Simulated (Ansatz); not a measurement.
Relaxed-ion elastic tensor of V (bcc (W type), space group No. 229) in GPa (Voigt order), DFT-LDA in the program Ansatz with PAW potentials; density 6.76 g/cm³, 12.52 Å³ per atom.

```tsv
	1	2	3	4	5	6
1	314	158	158	0.0	0.0	0.0
2	158	314	158	0.0	0.0	0.0
3	158	158	314	0.0	0.0	0.0
4	0.0	0.0	0.0	11.3	0.0	0.0
5	0.0	0.0	0.0	0.0	11.3	0.0
6	0.0	0.0	0.0	0.0	0.0	11.3
```

Question: Is the crystal mechanically stable?

Answer: Yes: the smallest eigenvalue of C is 11.3 GPa.

Question: Work out the Voigt, Reuss and Hill averages.

Answer: K_V = 210, K_R = 210, K_H = 210; G_V = 38.0, G_R = 17.1, G_H = 27.5 GPa.

Question: Give Young's modulus, Poisson's ratio, Pugh's ratio and the universal anisotropy index.

Answer: E = 9KG/(3K + G) = 79.2 GPa; ν = 0.44; K/G = 7.62 (ductile by the Pugh limit of 1.75); A_U = 5G_V/G_R + K_V/K_R − 6 = 6.09.

Question: Estimate the sound speeds and the Debye temperature.

Answer: v_l = √((K + 4G/3)/ρ) = 6040 m/s, v_t = √(G/ρ) = 2020 m/s, mean 2300 m/s; Θ = (h/k)(3n/4πV)^(1/3) v_m = 295 K.

Question: Give the Zener ratio and Young's modulus along [100], [110] and [111].

Answer: A = 2C44/(C11 − C12) = 0.14; 1/E = S11 − 2(S11 − S12 − S44/2)Γ with Γ = 0, 1/4, 1/3 gives 208, 42.0, 33.2 GPa.

Question: Solve the Christoffel equation for the three sound speeds along [100], [110], [111].

Answer: Eigenvalues of C_ijkl n_j n_l equal ρv². In km/s, slowest first: [100] 1.29, 1.29, 6.82; [110] 1.29, 3.40, 6.05; [111] 2.87, 2.87, 5.77.

Space group Im-3m (bcc (W type)). Symmetry was held in the LDA relaxation. The workflow began spin-polarised and lost its moments. As this level gives no gap, shear constants depend on the k-mesh and smearing (Fermi–Dirac, 0.1 eV here). On the denser mesh and wider smearing of the elastic run this cell carries a stress of 0.4 GPa.

Potentials: the later of the program's two PAW sets.
